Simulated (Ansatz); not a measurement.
This cell of Co (hcp, Mg type) is off equilibrium:

```xyz
2
Lattice="2.4226 0.0000 0.0000 -1.2113 2.0981 0.0000 0.0000 0.0000 3.9166" Properties=species:S:1:pos:R:3 pbc="T T T"
Co     0.0000     1.3987     2.9374
Co     1.2113     0.6994     0.9791
```

The numbers are results of PBE (plane waves to 420 eV, PAW, scalar-relativistic; Ansatz, an electronic-structure program), not measurements. k mesh 21×21×12 (Γ-centred), Fermi-Dirac smearing 0.05 eV. E stands for the smeared free energy. Compression counts positive. Co was relaxed with its symmetry unable to fall. Relaxed Co ends ferromagnetic. Other magnetic orders were not checked, so this need not be the ground state.

Question: What is the stress tensor (GPa)?

Answer: 
```
   22.8      0.0      0.0
    0.0     22.8      0.0
    0.0      0.0     22.7
```
The pressure, a third of the trace, is 22.8 GPa.

Question: It is the relaxed cell scaled evenly to V/V₀ = 0.917, atoms relaxed where free. What is its energy relative to the relaxed cell?

Answer: 59 meV/atom.

(A scan under strain: stresses follow from slopes of the energy per volume, elastic moduli from its curvatures.)
